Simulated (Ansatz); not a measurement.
Input and command of a plane-wave DFT calculation in Ansatz:

```yaml
crystal:
  lattice:
    - [4.5554080103, 0.0, 0.0]
    - [0.0, 4.5554080103, 0.0]
    - [0.0, 0.0, 4.5554080103]
  atoms:
    - { symbol: Hf, position: [0.0, 0.0, 0.0] }
    - { symbol: Sn, position: [0.0, 0.5, 0.5] }
    - { symbol: Sn, position: [0.5, 0.0, 0.5] }
    - { symbol: Sn, position: [0.5, 0.5, 0.0] }
basis:
  ecutwfc: 420
kpoints:
  mp_grid: { grid: [10, 10, 10] }
hamiltonian:
  xc: pbe
scf:
  occupations: { method: gaussian, width: 0.1 }
output:
  forces: true
  stress: true
  eigenvalues: true
relax:
  adjacent_minimum: "off"
  f_tol: 0.01
  max_steps: 80
  cell: { stress_tol: 0.05 }
```

```bash
ansatz run input.yaml --threads 1 --pin off --max-ram 2560MiB --backend cpu --events-out ev --progress --plain --runs-dir out
```

Processor: Intel(R) Xeon(R) Platinum 8488C (Sapphire Rapids), 1 thread, on a host shared with other jobs.

**Question.** How long does it run, and how much memory does it take?

**Answer.** About 59 s on 1 thread of Intel(R) Xeon(R) Platinum 8488C (Sapphire Rapids), with other jobs on the host, peak memory 0.52 GiB. It solves 41 bands at 56 k points (the mesh reduced by the symmetry that the task leaves, which can be less than the crystal's) with about 1935 plane waves (on the last cell), in 34 SCF iterations over 5 ionic steps.
